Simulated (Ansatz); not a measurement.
Given:

SiGe:
Space group P4/nmm, origin choice 1 (No. 129); a = b = 3.8259 Å, c = 5.3465 Å, α = β = γ = 90.00°

```tsv
atom	site	symmetry	x	y	z
Ge	2c	4mm	0.5000	0.0000	0.3350
Si	2a	-4m2	0.0000	0.0000	0.0000
```

This is the PBE-relaxed structure.

Q: All from PBE in the plane-wave PAW code Ansatz, unless another level is named. Give the electronic character.

A: metallic (no gap).

Q: Next, the density of states at the Fermi level?

A: 0.34 states/eV per atom (mean over ±0.08 eV).

Q: What about the formation energy from the elements (no fitted shifts)?

A: 0.39 eV/atom.

A made-up cell: these elements were put on the sites of a structure type; neither database checked (COD, Materials Project) lists it. Whether it is the stable phase at ambient conditions was not checked. Symmetry was held in the PBE relaxation; its stability against distortions is not shown here. A crystal of weakly bound layers computed without a dispersion correction: the cell and the soft elastic constants depend strongly on that. The references are the lowest solids computed at this level, not always the standard phases. Scalar-relativistic: spin–orbit coupling is off unless named, which matters more the heavier the elements.

Potentials: the later of the program's two PAW sets.
